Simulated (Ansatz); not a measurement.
**MgMn3NiO8, one structure, two calculations**

Cell: a Materials Project structure (computed, not necessarily an observed phase), atoms as given.

Space group R-3m:H (No. 166); a = 5.8988, c = 14.5818 Å, γ = 120.00°.

```csv
site,Wyckoff,site symmetry,x,y,z
Mg,3a,-3m,0.0000,0.0000,0.0000
Mn,9e,.2/m,0.6667,0.8333,0.3333
Ni,3b,-3m,0.0000,0.0000,0.5000
O6,18h,.m,0.8454,0.6909,0.4033
O9,6c,3m,0.0000,0.0000,0.2659
```

One atom of each set is listed; the run and its k-mesh use a cell of 13 atoms with edges of 5.93, 5.93, 5.93 Å.

First run. The numbers come from a DFT calculation in Ansatz (PBE, plane waves and PAW, scalar-relativistic, collinear spin, 420 eV cutoff, Γ-centred 4×4×4 k-points, Fermi–Dirac smearing 0.02 eV). Start moments as typed (μB): 3 on each Mn, 2 on each Ni, none on the rest.

```
site  V_zz (10²¹ V/m²)     η  m (μB)
  Mg              0.66  0.00    0.00
  Mn              2.52  0.35    2.53
  Ni             -0.84  0.00   -1.50
  O6              2.65  0.95   -0.03
  O9             -3.35  0.00    0.00
```

Second run. The same atoms and settings, except that the functional is r2SCAN and the cutoff is 500 eV.

(1) What does the second run give?

## Answers

(1) 

```tsv
site	V_zz	η	change of V_zz	m (μB)
Mg	0.64	0.00	-0.02	0.00
Mn	2.72	0.40	+0.20	2.66
Ni	-1.26	0.00	-0.42	-1.65
O6	3.47	0.94	+0.82	-0.05
O9	-3.86	0.00	-0.51	-0.04
```

The largest change of V_zz is on O6, from 2.65 to 3.47. In per cent, |V_zz| changes by -3 on Mg, +8 on Mn, +51 on Ni, +15 to +31 on O (all sites that start above 0.5). The absolute magnetisation of the cell goes from 10.8 to 11.5 μB.

The moments were started parallel, and the run ended with some of them reversed. The program didn't check the stability of this electronic state in full, so a lower one may lie near. With these PAW files V_zz is typically within 2 to 3 % of all-electron values, but misses above 10 % occur on Ni. The magnetic order is the one that the run reached from its start moments, not necessarily the measured one.
For the first run: At this cell the PBE pressure is -6 GPa, so with PBE the cell would shrink if it were relaxed. The entry's cell may itself be off. The largest force is 0.5 eV/Å, so the atoms aren't at the calculated equilibrium and relaxing them would move these values. With a gap of 1.0 eV on this mesh, small gradients can still move by 0.1 × 10²¹ V/m² or more as the k-mesh gets denser.
For the second run: At this cell the r2SCAN pressure is -10 GPa, so with r2SCAN the cell would shrink if it were relaxed. The entry's cell may itself be off. The largest force is 0.7 eV/Å, so the atoms aren't at the calculated equilibrium and relaxing them would move these values.
